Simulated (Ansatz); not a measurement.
## Structure relaxation, CsPbBr3

The start is a relaxed CsPbBr3 cell, doubled along one cell vector, shaken by Gaussian noise of σ = 0.08 Å a coordinate. The structure is fully relaxed (lattice and positions, P = 0) with PBEsol (plane waves to 420 eV, PAW, scalar-relativistic; Ansatz, a quantum-chemistry and plane-wave program). The first steps use a coarse 2×4×4 k-mesh.

Initial structure:
```
CELL_PARAMETERS angstrom
     11.70565     0.00000     0.00000
      0.00000     5.85283     0.00000
      0.00000     0.00000     6.26046
ATOMIC_POSITIONS crystal
  Br 0.00000 0.50979 0.99174
  Br 0.50042 0.53259 0.99068
  Br 0.24917 0.99802 0.02111
  Br 0.74666 0.99588 0.99692
  Br 0.23675 0.49483 0.99650
  Br 0.75331 0.50314 0.99427
  Cs 0.25276 0.50090 0.49410
  Cs 0.74460 0.51170 0.48862
  Pb 0.99762 0.00421 0.50565
  Pb 0.50153 0.00643 0.50264
```
Spin-polarised start, with parallel moments on Pb.

- Largest initial force: 0.65 eV/Å, on Br6 (atoms numbered as listed)
- Energy released: 1.19 eV/atom
- Volume change: -4.8 %, from 42.89 to 40.84 Å³/atom
- Relative to the parent: It does not go back: it reaches Cc (No. 9), 1.17 eV/atom below the parent
- Optimiser moves: 57

Final values are on a 6×6×3 k-mesh of the relaxed cell. No spin polarisation in the result: the starting moments vanished.

The relaxed structure here is a generated cell of CsPbBr3: the first start was made by a random draw of sites in a space group, and the end was not matched to a known phase here, so it may be hypothetical. Known forms of CsPbBr3 include space group No. 62, 221.
